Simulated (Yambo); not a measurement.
SiC (zinc blende, space group F-43m, No. 216), G0W0@PBEsol in Yambo with this input:

```
rim_cut
gw0
dyson
el_el_corr
HF_and_locXC
ppa
em1d
RandQpts= 1000000
RandGvec= 1 Ry
EXXRLvcs= 82 Ry
VXCRLvcs= 328 Ry
Chimod= "HARTREE"
% BndsRnXp
 1 | 76 |
%
NGsBlkXp= 14 Ry
% LongDrXp
 1.0 | 1.0 | 1.0 |
%
PPAPntXp= 27.2114 eV
% GbndRnge
 1 | 76 |
%
GTermKind= "BG"
DysSolver= "n"
ExtendOut
```

On a 6×6×6 mesh, with wavefunctions cut at 82 Ry, the gap (Γ → X) is 2.188 eV and the valence edge shifts by -0.752 eV.

**Question.** What happens with this change: no terminator?

**Answer.** The gap falls by 0.072 eV, to 2.116 eV; the shift of the valence edge becomes -0.640 eV. Neither run is shown to be the converged limit.

Geometry relaxed with PBEsol; primitive cell a = 3.0809 Å, b = 3.0809 Å, c = 3.0809 Å, α = 60.00°, β = 60.00°, γ = 60.00°.

A shift is the quasiparticle energy of the state minus its PBEsol energy.
